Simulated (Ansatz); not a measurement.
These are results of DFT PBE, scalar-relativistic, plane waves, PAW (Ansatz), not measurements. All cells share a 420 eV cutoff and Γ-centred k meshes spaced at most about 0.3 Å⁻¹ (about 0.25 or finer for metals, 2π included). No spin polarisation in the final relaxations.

These are static total energies at zero pressure.

Compare these two cells of Ga4RuPt, each relaxed at this level.

A.

```
Ga Ru Pt
1.0
     0.00000    3.58868    3.58868
     3.58868    0.00000    3.58868
     3.58868    3.58868    0.00000
Ga Ru Pt
4 1 1
Cartesian
  2.6914 2.6914 2.6914
  2.6914 4.4859 4.4859
  4.4859 4.4859 2.6914
  4.4859 2.6914 4.4859
  0.0000 0.0000 0.0000
  5.3830 5.3830 5.3830
```

B.

```
Ga Ru Pt
1.0
     5.45922    0.00000    0.00000
     0.00000    5.45922    0.00000
     0.00000    0.00000    5.45922
Ga Ru Pt
4 1 1
Direct
  0.25199 0.25199 0.74801
  0.25199 0.74801 0.25199
  0.74801 0.25199 0.25199
  0.74801 0.74801 0.74801
  0.50000 0.50000 0.50000
  0.00000 0.00000 0.00000
```

Task: Which form is favoured at zero pressure, and by what margin per atom?

Result: A is lower, by 14 meV/atom. A has space group F-43m (No. 216), 15.4 Å³/atom and no gap on its mesh; B has space group P-43m (No. 215), 27.1 Å³/atom and no gap. Counting all near atoms (those within 1.25 times the shortest distance at each site; a plus sign parts nearer from farther groups), A has Ga 6+6, Ru 16, Pt 16 and B has Ga 2, Ru 4, Pt 4. The denser one is the lower, and pressure would at first widen the difference. Even the lower one lies +0.26 eV/atom against the reference forms of the elements (uncorrected), so neither is stable at this level. Both come from invented guesses.

The k mesh leaves some 4 meV/atom of noise in the energy of each metallic cell. These runs have no spin–orbit coupling, which can matter for Pt. Cells relaxed within their symmetry can be saddle points.
